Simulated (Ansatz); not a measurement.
Relaxed AlN (zinc blende):

```yaml
crystal:
  lattice:
    - [0.00000, 2.18491, 2.18491]
    - [2.18491, 0.00000, 2.18491]
    - [2.18491, 2.18491, 0.00000]
  atoms:
    - { symbol: N, position: [0.75000, 0.75000, 0.75000] }
    - { symbol: Al, position: [0.00000, 0.00000, 0.00000] }
```

In this cell atom 2 (Al, nearest neighbour N at 1.892 Å; its periodic images, 3.1 Å or more away, move with it) is moved by s along Cartesian [110], unit vector (0.707, 0.707, 0.000); all other atoms and the cell stay fixed.

All values below come from r2SCAN (plane waves to 500 eV, PAW, scalar-relativistic; Ansatz, a quantum-chemistry and plane-wave program). k mesh 10×10×10 (Γ-centred), Fermi-Dirac smearing 0.05 eV. The energy includes the smearing's −TS. AlN was relaxed with its symmetry unable to fall. The zero of ΔE is the undisplaced structure.

| s (Å) | ΔE (meV/cell) |
|---|---|
| -0.380 | 1204 |
| -0.304 | 742 |
| -0.228 | 405 |
| -0.152 | withheld |
| -0.076 | 43 |
| 0.000 | 0 |
| 0.076 | 43 |
| 0.152 | withheld |
| 0.228 | 405 |
| 0.304 | 742 |
| 0.380 | 1204 |

Question: Fit an even polynomial form (powers 2, 4) to the given rows and predict ΔE at s = 0.152.

Answer: Least squares on the 9 given rows: ΔE = (7480)·s² + (5939)·s⁴, in meV/cell with s in Å; root-mean-square residual 0.2 meV/cell. At 0.152 the fit gives 176 meV/cell; the calculation gives 176 meV/cell, the same to the digits shown. The quadratic term alone would give 173 meV/cell.

(A displaced cell: forces are minus the slopes of the energy, force constants its curvatures, and phonons follow from these.)
